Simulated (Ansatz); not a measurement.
LiTlTe₂ as one 4-atom ordering (P-4m2) on the zincblende lattice at its r2SCAN geometry, run in the PAW code Ansatz at 3 levels of theory. Note: simulated data, non-magnetic, for a generated structure that need not be the stable one.

The LDA input:
```yaml
crystal:
  lattice:
    - [4.5980007589, 0.0, 0.0]
    - [0.0, 4.5980007589, 0.0]
    - [0.0, 0.0, 6.4734597597]
  atoms:
    - { symbol: Li, position: [0.0, 0.0, 0.0] }
    - { symbol: Te, position: [0.0, 0.5, 0.2309160945] }
    - { symbol: Tl, position: [0.5, 0.5, 0.5] }
    - { symbol: Te, position: [0.5, 0.0, 0.7690839055] }
kpoints:
  mp_grid: { grid: [6, 6, 4] }
  band_path:
    path:
      - [0.0, 0.0, 0.0]
      - [0.0, 0.5, 0.0]
      - [0.5, 0.5, 0.0]
      - [0.0, 0.0, 0.5]
      - [0.0, 0.5, 0.5]
      - [0.5, 0.5, 0.5]
    npoints: 1
hamiltonian:
  xc: lda
scf:
  occupations: { method: fixed }
  n_extra_bands: 5
output:
  forces: true
  stress: true
  eigenvalues: true
  write_density: true
  write_potential: true
  elf: true
  volumetric_format: npy
```

Main results, then, where recorded, the levels near the gap in eV from the Fermi energy (columns number the bands from 0), one row a point of the path (Γ, X, M, Z, R, A):
```
Crystal: 4 atoms, lattice volume = 136.859 Å³
Symmetry: 8 space group operations
Space group: P-4m2 (ITA 115)
```
```
Basis set: ecut = 420 eV, 2701 PW (Γ)
k-points: 30 of 144 (time reversal used)
SCF 1 converged in 7 iterations: F = -25004.168094 eV  dr2 = 3.46e-9
Free energy (F): -25004.168094 eV
Fermi energy:    4.743773 eV
--- Forces (eV/Å), atoms counted from 1 ---
  atom   1  Li      0.00000      0.00000      0.00000
  atom   2  Te      0.00000      0.00000      0.05081
  atom   3  Tl      0.00000      0.00000      0.00000
  atom   4  Te      0.00000      0.00000    -0.05081
--- Stress (GPa, compression-positive) ---
       -1.845346       0.000000       0.000000
        0.000000      -1.845346       0.000000
        0.000000       0.000000      -1.971001
  P = ⅓ Tr σ = -1.8872 GPa (-18.872 kbar)
```
```tsv
band_20	band_21	band_22	band_23	band_24	band_25	band_26
-1.696	-0.241	0.000	0.000	0.042	2.510	4.080
-2.121	-1.768	-1.029	-0.440	1.563	4.343	4.794
-2.123	-1.712	-1.712	-1.078	0.715	2.529	2.529
-1.241	-1.241	-0.735	-0.735	1.403	2.601	4.106
-0.974	-0.971	-0.539	-0.426	0.123	4.013	4.342
-2.015	-2.015	-1.804	-1.539	2.340	4.450	4.450
```

LDA gives a direct gap of 0.04 eV at Γ. (So small a gap could close between the points sampled.)

Q: Another run on the same cell gave
```
Basis set: ecut = 500 eV, 3515 PW (Γ)
k-points: 30 of 144 (time reversal used)
SCF 1 converged in 7 iterations: F = -25655.552624 eV  dr2 = 2.50e-8
Free energy (F): -25655.552624 eV
Fermi energy:    4.774066 eV
--- Forces (eV/Å), atoms counted from 1 ---
  atom   1  Li      0.00000      0.00000      0.00000
  atom   2  Te      0.00000      0.00000      0.00194
  atom   3  Tl      0.00000      0.00000      0.00000
  atom   4  Te      0.00000      0.00000    -0.00194
--- Stress (GPa, compression-positive) ---
        0.003308       0.000000       0.000000
        0.000000       0.003308       0.000000
        0.000000       0.000000      -0.002419
  P = ⅓ Tr σ = 0.0014 GPa (0.014 kbar)
```
```tsv
band_20	band_21	band_22	band_23	band_24	band_25	band_26
-1.712	-0.221	0.000	0.000	0.398	2.969	4.716
-2.124	-1.787	-1.021	-0.453	1.889	4.846	5.284
-2.172	-1.722	-1.722	-1.101	1.002	3.018	3.018
-1.244	-1.244	-0.735	-0.735	1.663	3.111	4.737
-0.965	-0.942	-0.547	-0.441	0.457	4.656	4.789
-2.008	-2.008	-1.851	-1.562	2.655	4.924	4.924
```
Which level of theory and mesh gave it?

A: It is r2SCAN, on 6×6×4; the blocks that differ from the first input, but for the band path:
```yaml
hamiltonian:
  xc: r2scan
```
r2SCAN gives a direct gap of 0.40 eV at Γ. The mean stress is close to zero (0.00 GPa).

PBE0. Against the first input these blocks differ (the band path and keys that only write files left aside):
```yaml
kpoints:
  mp_grid: { grid: [4, 4, 4] }
hamiltonian:
  xc: pbe0
```

```
Basis set: ecut = 420 eV, 2701 PW (Γ)
k-points: 18 of 64 (time reversal used)
SCF 1 stopped early in 5 iterations: F = -25610.479701 eV  dr2 = 1.39e-6
SCF 2 stopped early in 7 iterations: F = -25618.518076 eV  dr2 = 3.57e-6
hybrid outer 1: dexx = +1.966e-2 eV, tail = 1.13e-4 eV
SCF 3 converged in 6 iterations: F = -25618.518099 eV  dr2 = 7.34e-11
hybrid outer 2: dexx = +7.708e-7 eV, tail = 1.43e-8 eV, Δε = 3.28e-3 eV, ΔF = 1.35e-3 eV/Å
Free energy (F): -25618.518099 eV
Fermi energy:    4.195539 eV
--- Forces (eV/Å), atoms counted from 1 ---
  atom   1  Li      0.00000      0.00000      0.00000
  atom   2  Te      0.00000      0.00000      0.12501
  atom   3  Tl      0.00000      0.00000      0.00000
  atom   4  Te      0.00000      0.00000    -0.12501
--- Stress (GPa, compression-positive) ---
       -0.394112       0.000000       0.000000
        0.000000      -0.394112       0.000000
        0.000000       0.000000      -0.569981
  P = ⅓ Tr σ = -0.4527 GPa (-4.527 kbar)
```
```tsv
band_20	band_21	band_22	band_23	band_24	band_25	band_26
-1.827	-0.143	0.000	0.000	1.358	4.002	5.677
-2.316	-1.924	-1.001	-0.573	3.047	5.963	6.395
-2.241	-1.804	-1.804	-1.263	2.080	4.019	4.019
-1.275	-1.275	-0.846	-0.846	2.812	4.113	5.722
-0.940	-0.916	-0.580	-0.559	1.440	5.633	5.918
-2.118	-2.118	-2.116	-1.771	3.928	6.063	6.063
```

The PBE0 gap is direct at Γ: 1.36 eV. The mean pressure at these positions is -0.5 GPa, compression counted positive. (The program warns that its thresholds are loose for a hybrid's stress.)

The hybrids run on coarser meshes, which limits their stresses and small splittings of levels.

Totals of different functionals can't be compared.

Spin-orbit coupling is left out; in compounds of Pb, Bi, Tl or Hg it can lower a gap by up to about 1 eV, split its edges or invert the bands.

The meshes of the hybrids are coarse, so their gaps aren't converged to the digits shown.
